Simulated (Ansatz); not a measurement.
Relaxation of a relaxed TiAl cell, doubled along one cell vector, shaken by Gaussian noise of σ = 0.08 Å a coordinate; 4 atoms in the cell, which starts as P1 (No. 1), aP4; a = 2.851 Å, b = 4.920 Å, c = 4.938 Å, α = 99.63°, β = 90.00°, γ = 106.84°. Method: PBEsol (plane waves to 420 eV, PAW, scalar-relativistic; Ansatz, a first-principles code). Γ-centred k-mesh 13×13×7 on the run's cell (coarser than for final values), Fermi–Dirac smearing 0.05 eV. This is the first round of the run. 

The optimiser's lines from the output (shortened; P is positive under compression):

```
relax step   1: F+E_penalty+E_count = -5997.52232696 eV  Δ(F+E_penalty+E_count) = +0.000e0 eV  max|allowed force component| = 9.610e-1 eV/Å  Δτ_max = 0.0000 Å  P = +0.785 GPa  Ω = 65.261 Å³  (6 SCF iters, dr2 threshold 1.00e-7 eV, accepted)
relax step   2: F+E_penalty+E_count = -5997.62079415 eV  Δ(F+E_penalty+E_count) = -9.847e-2 eV  max|allowed force component| = 3.929e-1 eV/Å  Δτ_max = 0.1680 Å  P = +2.385 GPa  Ω = 64.059 Å³  (6 SCF iters, dr2 threshold 4.00e-7 eV, accepted)
relax step   3: F+E_penalty+E_count = -5997.70212772 eV  Δ(F+E_penalty+E_count) = -8.133e-2 eV  max|allowed force component| = 1.126e-2 eV/Å  Δτ_max = 0.0503 Å  P = -1.452 GPa  Ω = 66.086 Å³  (6 SCF iters, dr2 threshold 4.00e-7 eV, accepted)
relax step   4: F+E_penalty+E_count = -5997.78569606 eV  Δ(F+E_penalty+E_count) = -8.357e-2 eV  max|allowed force component| = 1.448e-1 eV/Å  Δτ_max = 0.0238 Å  P = -2.268 GPa  Ω = 66.172 Å³  (6 SCF iters, dr2 threshold 4.00e-7 eV, accepted)
relax step   5: F+E_penalty+E_count = -5997.86740737 eV  Δ(F+E_penalty+E_count) = -8.171e-2 eV  max|allowed force component| = 1.446e-1 eV/Å  Δτ_max = 0.0110 Å  P = -1.319 GPa  Ω = 65.035 Å³  (6 SCF iters, dr2 threshold 4.00e-7 eV, accepted)
relax step   6: F+E_penalty+E_count = -5997.94339907 eV  Δ(F+E_penalty+E_count) = -7.599e-2 eV  max|allowed force component| = 7.074e-2 eV/Å  Δτ_max = 0.0201 Å  P = +0.284 GPa  Ω = 63.523 Å³  (6 SCF iters, dr2 threshold 4.00e-7 eV, accepted)
relax step   7: F+E_penalty+E_count = -5998.03942221 eV  Δ(F+E_penalty+E_count) = -9.602e-2 eV  max|allowed force component| = 1.486e-1 eV/Å  Δτ_max = 0.0175 Å  P = +1.847 GPa  Ω = 62.190 Å³  (6 SCF iters, dr2 threshold 4.00e-7 eV, accepted)
relax step   8: F+E_penalty+E_count = -5998.14299674 eV  Δ(F+E_penalty+E_count) = -1.036e-1 eV  max|allowed force component| = 1.363e-1 eV/Å  Δτ_max = 0.0214 Å  P = +2.286 GPa  Ω = 61.594 Å³  (6 SCF iters, dr2 threshold 4.00e-7 eV, accepted)
relax step   9: F+E_penalty+E_count = -5998.25955857 eV  Δ(F+E_penalty+E_count) = -1.166e-1 eV  max|allowed force component| = 1.929e-1 eV/Å  Δτ_max = 0.0213 Å  P = +0.112 GPa  Ω = 62.087 Å³  (6 SCF iters, dr2 threshold 4.00e-7 eV, accepted)
relax step  10: F+E_penalty+E_count = -5998.10457298 eV  Δ(F+E_penalty+E_count) = +1.550e-1 eV  max|allowed force component| = 8.619e-1 eV/Å  Δτ_max = 0.1057 Å  P = +3.276 GPa  Ω = 60.396 Å³  (6 SCF iters, dr2 threshold 4.00e-7 eV, rejected (line search))
relax step  11: F+E_penalty+E_count = -5998.28639923 eV  Δ(F+E_penalty+E_count) = -2.684e-2 eV  max|allowed force component| = 6.334e-2 eV/Å  Δτ_max = 0.0244 Å  P = -0.001 GPa  Ω = 61.797 Å³  (10 SCF iters, accepted)
relax step  12: F+E_penalty+E_count = -5998.28788926 eV  Δ(F+E_penalty+E_count) = -1.490e-3 eV  max|allowed force component| = 1.039e-3 eV/Å  Δτ_max = 0.0111 Å  P = -0.020 GPa  Ω = 61.785 Å³  (6 SCF iters, dr2 threshold 4.00e-7 eV, accepted)
relax step  13: F+E_penalty+E_count = -5998.28790136 eV  Δ(F+E_penalty+E_count) = -1.210e-5 eV  max|allowed force component| = 1.127e-4 eV/Å  Δτ_max = 0.0003 Å  P = +0.005 GPa  Ω = 61.771 Å³  (6 SCF iters, dr2 threshold 1.87e-8 eV, accepted)
relax step  14: F+E_penalty+E_count = -5998.43633369 eV  Δ(F+E_penalty+E_count) = -1.484e-1 eV  max|allowed force component| = 1.113e-4 eV/Å  Δτ_max = 0.0000 Å  P = +2.724 GPa  Ω = 61.771 Å³  stress off target by 7.21e0 GPa  SCF on the basis re-selected at this cell (its energy is not comparable with the rows above)  (8 SCF iters)
relax step  15: F+E_penalty+E_count = -5998.51452347 eV  Δ(F+E_penalty+E_count) = -7.819e-2 eV  max|allowed force component| = 2.394e-4 eV/Å  Δτ_max = 0.0000 Å  P = +0.997 GPa  Ω = 62.572 Å³  (6 SCF iters, dr2 threshold 4.00e-7 eV, accepted)
relax step  16: F+E_penalty+E_count = -5998.54300631 eV  Δ(F+E_penalty+E_count) = -2.848e-2 eV  max|allowed force component| = 4.483e-3 eV/Å  Δτ_max = 0.0006 Å  P = +0.619 GPa  Ω = 62.748 Å³  (6 SCF iters, dr2 threshold 4.00e-7 eV, accepted)
relax step  17: F+E_penalty+E_count = -5998.54348411 eV  Δ(F+E_penalty+E_count) = -4.778e-4 eV  max|allowed force component| = 3.177e-3 eV/Å  Δτ_max = 0.0011 Å  P = -0.267 GPa  Ω = 63.201 Å³  (6 SCF iters, dr2 threshold 4.00e-7 eV, accepted)
relax step  18: F+E_penalty+E_count = -5998.54364183 eV  Δ(F+E_penalty+E_count) = -1.577e-4 eV  max|allowed force component| = 9.537e-5 eV/Å  Δτ_max = 0.0006 Å  P = -0.003 GPa  Ω = 63.063 Å³  (6 SCF iters, dr2 threshold 2.26e-7 eV, accepted)
relax step  19: F+E_penalty+E_count = -5998.54605370 eV  Δ(F+E_penalty+E_count) = -2.412e-3 eV  max|allowed force component| = 9.369e-5 eV/Å  Δτ_max = 0.0000 Å  P = +0.077 GPa  Ω = 63.063 Å³  stress off target by 2.18e-1 GPa  SCF on the basis re-selected at this cell (its energy is not comparable with the rows above)  (6 SCF iters)
relax step  20: F+E_penalty+E_count = -5998.54612277 eV  Δ(F+E_penalty+E_count) = -6.907e-5 eV  max|allowed force component| = 3.431e-5 eV/Å  Δτ_max = 0.0000 Å  P = +0.005 GPa  Ω = 63.100 Å³  (6 SCF iters, dr2 threshold 1.18e-7 eV, accepted)
relax step  21: F+E_penalty+E_count = -5998.54613270 eV  Δ(F+E_penalty+E_count) = -9.928e-6 eV  max|allowed force component| = 3.431e-5 eV/Å  Δτ_max = 0.0000 Å  P = +0.005 GPa  Ω = 63.100 Å³  stress off target by 1.87e-2 GPa  SCF on the basis re-selected at this cell (its energy is not comparable with the rows above)  (8 SCF iters)
```

From the first to the last row the energy changes by -0.26 eV/atom and the volume by -3.3 %. The last row is marked as not comparable with the walk above it, whose basis was carried along; it does compare with step 1, since both stand on a basis selected at the nominal cutoff for their own cell.

Energy and pressure jump between steps 13 and 14 at one geometry, where the plane-wave basis was selected anew. While the cell walks, the set of plane waves is carried along, so its effective cutoff drifts with the strain; re-selecting it at 420 eV moved the energy by -0.037 eV/atom and the pressure by 2.7 GPa. Only step 1 and rows on a re-selected basis compare with each other.

Step 10 was rejected by the optimiser.

Later rounds, restarted from the end of this one on a renewed k-mesh, logged 7 more steps and released under 0.01 eV/atom more. The final structure after all rounds: P4/mmm (No. 123), tP2, AFLOW prototype AB_tP2_123_a_d (L1_0, as in CuAu); a = 2.7973 Å, b = 2.7973 Å, c = 4.0324 Å, α = 90.00°, β = 90.00°, γ = 90.00°. Between re-selections the logged energies stand on a plane-wave basis carried along with the cell. No spin polarisation in the result.

Of the parent cell (R-3m (No. 166)): it is a generated cell of TiAl: the first start was made by placing the elements on the sites of a structure type, and the end was not matched to a known phase here, so it may be hypothetical. Known forms of TiAl include space group No. 123.

The first start was generated by placing the elements on the sites of a structure type. A measured structure of TiAl has the same space group, P4/mmm (No. 123); the sites were not compared with it.
